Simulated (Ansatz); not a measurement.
TiRh:
Space group Pm-3m (No. 221); a = b = c = 3.072 Å, α = β = γ = 90.00°

```
atom  site  symmetry       x       y       z
----  ----  --------  ------  ------  ------
Ti      1b      m-3m  0.5000  0.5000  0.5000
Rh      1a      m-3m  0.0000  0.0000  0.0000
```

Relaxed with PBEsol.

Task: Which orbitals make up the states near the Fermi level in plane-wave PAW PBEsol (Ansatz code)?

Result: Within 0.5 eV of the Fermi level: Ti 3d 62 %, Rh 4d 30 %. Projections are on Löwdin-orthogonalised atomic valence shells; empty p or d shells of many metals are not among them.

Task: Tabulate the density of states.

Result: States/eV per cell of 2 atoms, in 0.25 eV bins, energy from the Fermi level.

```tsv
E (eV)	total	Rh 4d	Ti 3d	Ti 4s
-7.85	0.00	0.00	0.00	0.00
-7.60	0.04	0.00	0.00	0.02
-7.35	0.09	0.00	0.00	0.05
-7.10	0.12	0.00	0.00	0.06
-6.85	0.15	0.00	0.00	0.08
-6.60	0.19	0.00	0.00	0.09
-6.35	0.22	0.01	0.00	0.11
-6.10	0.27	0.02	0.01	0.12
-5.85	0.34	0.04	0.01	0.14
-5.60	0.50	0.11	0.03	0.17
-5.35	1.66	0.81	0.27	0.28
-5.10	2.68	1.49	0.50	0.29
-4.85	3.17	1.99	0.56	0.25
-4.60	3.50	2.49	0.61	0.24
-4.35	2.36	1.65	0.49	0.11
-4.10	3.46	2.60	0.60	0.11
-3.85	3.97	3.04	0.72	0.07
-3.60	3.64	2.82	0.70	0.01
-3.35	3.06	2.36	0.57	0.01
-3.10	3.03	2.36	0.50	0.02
-2.85	4.10	3.21	0.60	0.07
-2.60	2.95	2.15	0.51	0.10
-2.35	2.31	1.61	0.40	0.12
-2.10	2.15	1.39	0.44	0.15
-1.85	1.19	0.44	0.46	0.14
-1.60	1.02	0.29	0.44	0.14
-1.35	0.70	0.20	0.28	0.10
-1.10	0.52	0.16	0.21	0.06
-0.85	0.47	0.12	0.24	0.04
-0.60	0.73	0.29	0.35	0.02
-0.35	1.09	0.44	0.56	0.01
-0.10	2.50	0.99	1.31	0.03
0.15	3.58	1.02	2.24	0.10
0.40	4.28	0.94	3.06	0.07
0.65	3.85	0.75	2.83	0.04
0.90	4.74	0.86	3.51	0.02
1.15	3.35	0.52	2.46	0.02
1.40	1.65	0.21	1.31	0.02
1.65	1.46	0.17	1.21	0.02
1.90	1.97	0.25	1.64	0.02
2.15	3.67	0.48	3.08	0.04
2.40	3.48	0.44	2.91	0.03
2.65	1.16	0.22	0.82	0.03
2.90	0.49	0.08	0.28	0.03
3.15	0.63	0.06	0.34	0.11
3.40	0.93	0.06	0.45	0.22
3.65	0.78	0.05	0.32	0.17
3.90	0.72	0.05	0.26	0.15
4.15	0.67	0.04	0.21	0.13
4.40	0.63	0.04	0.17	0.12
4.65	0.60	0.03	0.14	0.11
```

The workflow started from a Materials Project entry (that database holds measured and hypothetical structures alike); the Crystallography Open Database copy checked does not list it. COD files the formula under space group No. 123. Its standing as an ambient phase is unchecked. The PBEsol relaxation kept the symmetry of its start. At this level the phase is mechanically unstable. No spin polarisation was allowed. Scalar-relativistic: spin–orbit coupling is off unless named, which matters more the heavier the elements.

Potentials: the later of the program's two PAW sets.
